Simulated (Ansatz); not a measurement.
**CaCSe₃: modes against the lattice constant**

Computed with Ansatz 0.2.0, DFT LDA, scalar-relativistic, plane waves, PAW. Settings: 420 eV plane-wave cutoff, Γ-centred 8×8×8 mesh, Fermi-Dirac smearing of 0.15 eV. No spin polarisation. Phonons by linear response, acoustic sum rule imposed.

The cell is fixed (symmetry leaves no force on the atoms) and stands under -4.7 GPa:
```
Ca C Se
1.0
     4.55540    0.00000    0.00000
     0.00000    4.55540    0.00000
     0.00000    0.00000    4.55540
Ca C Se
1 1 3
Cartesian
  0.0000 0.0000 0.0000
  2.2777 2.2777 2.2777
  2.2777 2.2777 0.0000
  2.2777 0.0000 2.2777
  0.0000 2.2777 2.2777
```

Its imaginary modes show that this cell, the ideal cubic perovskite prototype, isn't a minimum of the energy. In a metal, frequencies and elastic constants depend on the k mesh and the smearing, soft modes and shear constants most. A semilocal functional can close a gap that the real compound has.

Q: How do the optical zone-centre modes (counted from the lowest optical one, degenerate ones once; i marks imaginary ones) of this metal change over a = 4.372, 4.476 and 4.555 Å?

A:
```
         a (Å)  4.372  4.476  4.555
pressure (GPa)    5.7   -0.9   -4.7
 mode 1 (cm⁻¹)   554i   570i   577i
 mode 4 (cm⁻¹)    110     97     86
 mode 7 (cm⁻¹)    145    119     96
mode 10 (cm⁻¹)    181    161    148
```

Cost: 3 runs of about 39 core-minutes in all, on Arm Neoverse N1 (shared hosts).